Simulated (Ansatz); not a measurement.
**Nd3Au, before and after**

Recipe of this trial structure of Nd3Au: random cell by space group and Wyckoff sites (Fm-3m, No. 225). Lengths were set from tabulated atomic sizes, so they are only a guess.

start.xyz

```xyz
4
Lattice="0.0000 3.7361 3.7361 3.7361 0.0000 3.7361 3.7361 3.7361 0.0000" Properties=species:S:1:pos:R:3 pbc="T T T"
Nd    1.8681    1.8681    1.8681
Nd    5.6042    5.6042    5.6042
Nd    3.7361    3.7361    3.7361
Au    0.0000    0.0000    0.0000
```

Computed with DFT PBE, scalar-relativistic, plane waves, PAW, and for the lanthanide a 4f-in-core norm-conserving potential (Ansatz 0.2.0). Cutoff 660 eV, Gaussian smearing, Γ-centred meshes. Cell and atoms relax first on a coarse mesh and then on a finer one. In between, the cell is made exact in the group found at 0.06 Å. In metals the finer mesh still leaves noise of several meV/atom or more. The steps can't lower the symmetry of their start. No spin polarisation.

end.xyz

```xyz
4
Lattice="0.0000 3.8327 3.8327 3.8327 0.0000 3.8327 3.8327 3.8327 0.0000" Properties=species:S:1:pos:R:3 pbc="T T T"
Nd    1.9164    1.9164    1.9164
Nd    5.7491    5.7491    5.7491
Nd    3.8327    3.8327    3.8327
Au    0.0000    0.0000    0.0000
```

The symmetry stays Fm-3m (No. 225). The end has the BiF3 (D0_3) type. The volume per atom grows by 8.0 %, from 26.1 to 28.2 Å³. The shortest distance goes from 3.24 Å (Nd–Au and Nd–Nd) to 3.32 Å (Nd–Au and Nd–Nd).

| Quantity | Value |
| --- | --- |
| Volume per atom | 28.15 Å³ |
| Density | 9.29 g/cm³ |
| Formation energy | −0.12 eV/atom |
| Gap on the 10×10×10 mesh of the 4-atom cell | 0 eV (a metal) |

Energies over the elements count from the elements' standard structures at the same level, with no fitted energy shifts.

The last run used Gaussian smearing of 0.10 eV. Spin–orbit coupling, which can matter for Au, is left out. The cell is a metal run without spin; a magnetic state may lie lower. Symmetry constrained the relaxation, so the result can be a saddle point. In all, the 3 runs took 100 s on 1 thread of Intel(R) Xeon(R) Processor @ 2.70GHz (shared host). Another cell of Nd3Au relaxed alike, in P-6m2, lies 166 meV/atom lower, so this cell isn't the stable form at this level.

The lanthanide is trivalent by construction, without f bands, f moments or other valences. The reference runs of the other elements, and any phases without the lanthanide, used 420 eV, which shifts energies against them by under 10 meV/atom. The lanthanide's reference is the lowest of its hcp, dhcp and fcc cells.
